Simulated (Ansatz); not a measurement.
SiGe: zone-centre modes at 18 GPa

Theory: DFT LDA, scalar-relativistic, plane waves, PAW (Ansatz 0.2.0). Cutoff 420 eV, 12×12×8 k-points (Γ-centred), Gaussian smearing of 0.01 eV. No spin polarisation. Phonons by linear response, acoustic sum rule imposed.

The cell, relaxed at 18 GPa:
```
Si Ge
1.0
     3.67399    0.00000    0.00000
    -1.83699    3.18176    0.00000
     0.00000    0.00000    6.09641
Si Ge
2 2
Cartesian
  1.8370 1.0606 5.3267
  0.0000 2.1212 2.2785
  1.8370 1.0606 3.0558
  0.0000 2.1212 0.0076
```

Other phases may be more stable at this pressure. The bands were filled as in an insulator; under compression the gap may have closed between mesh points.

Optical modes at Γ; i marks an imaginary frequency:
| frequency (cm⁻¹) | degeneracy |
| --- | --- |
| 25 | 2 |
| 264 | 1 |
| 468 | 1 |
| 471 | 2 |
| 474 | 2 |
| 478 | 1 |

All 9 optical modes at Γ are real: no displacement of atoms at fixed cell lowers the energy to second order. Strains and modes at other wave vectors aren't tested by this run.

Whether SiGe exists in this form wasn't checked.

Cost: 1 run of about 2.1 core-minutes, on Intel Xeon 6975P-C (Granite Rapids) (shared hosts).